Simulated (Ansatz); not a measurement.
BaHI:
```
BaHI
1.0
    4.74042     0.00000     0.00000
    0.00000     4.74042     0.00000
    0.00000     0.00000     7.81913
Ba H I
2 2 2
Cartesian
  2.37021   0.00000   6.47421
  0.00000   2.37021   1.34492
  2.37021   2.37021   0.00000
  0.00000   0.00000   0.00000
  0.00000   2.37021   5.16416
  2.37021   0.00000   2.65497
```

Tensor components refer to the Cartesian frame of this cell.

### Question
Give the high-frequency dielectric tensor and the Born effective charge tensors of the independent atoms from DFPT, the program Ansatz at the r²SCAN level (PAW).

### Answer

ε∞:
```
4.16  0.00  0.00
0.00  4.16  0.00
0.00  0.00  4.13
```
Z* of atom 1 (Ba), rows: field, columns: displacement, in e:
```
2.51  0.00  0.00
0.00  2.51  0.00
0.00  0.00  2.42
```
Z* of atom 3 (H), rows: field, columns: displacement, in e:
```
-1.18   0.00   0.00
 0.00  -1.18   0.00
 0.00   0.00  -1.06
```
Z* of atom 5 (I), rows: field, columns: displacement, in e:
```
-1.33   0.00   0.00
 0.00  -1.33   0.00
 0.00   0.00  -1.35
```

Static charges for comparison (Bader): Ba1 +1.48, H3 -0.72, I5 -0.76 e. Born charges measure polarisation by displacement and can exceed these by far.

Space group P4/nmm. The first step of the workflow began from a Materials Project structure, measured or hypothetical; the Crystallography Open Database files this formula in space group No. 129, but the cells were not matched. Its standing as an ambient phase is unchecked. The cell was relaxed with r²SCAN under the symmetry of its start; of distortions, only those at the zone centre were tested. Spin–orbit coupling is left out wherever it is not named.

Potentials: the later of the program's two PAW sets.
